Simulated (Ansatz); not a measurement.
## CuI, first-principles data

CuI:
```yaml
crystal:
  lattice:
    - [3.97872, 0.00000, 0.00000]
    - [-1.98936, 3.44567, 0.00000]
    - [0.00000, 0.00000, 3.72173]
  atoms:
    - { symbol: Cu, position: [0.00000, 0.00000, 0.00000] }
    - { symbol: I, position: [0.66667, 0.33333, 0.50000] }
```

Space group P-6m2 (No. 187); conventional cell a = 3.979 Å, b = 3.979 Å, c = 3.722 Å, α = 90.00°, β = 90.00°, γ = 120.00°.

Method: HSE06 in the plane-wave PAW code Ansatz. The cell and atoms are relaxed at this level. Other levels are named where they apply.

Cell and energy:

Volume per atom: 25.51 Å³
Density: 6.20 g/cm³

Electronic structure:

* **Band gap**: 0.88 eV (indirect)
* **Valence-band maximum**: at K
* **Conduction-band minimum**: at L (3 equivalent valleys)
* **Smallest direct gap on the standard path**: 1.34 eV
* **Gap with spin–orbit coupling**: 0.86 eV (at the special points and the edges found without it)

Mechanics:

- Bulk modulus (Birch–Murnaghan fit) = 36.9 GPa
- Pressure derivative B′ = 5.2

Charges:

- Bader charges: Cu +0.50, I -0.50 e

The cell is a constructed one: a structure type filled with these elements; neither database checked (COD, Materials Project) lists it. It is not the phase usual at ambient conditions (space group No. 216). Symmetry was held in the HSE06 relaxation; its stability against distortions is not shown here. No spin polarisation was allowed. The hybrid was solved on a coarse mesh, the path and, where they were found, the r²SCAN edge points; its band edges are the extreme levels among these. Scalar-relativistic: spin–orbit coupling is off unless named, which matters more the heavier the elements.

Potentials: the later of the program's two PAW sets.
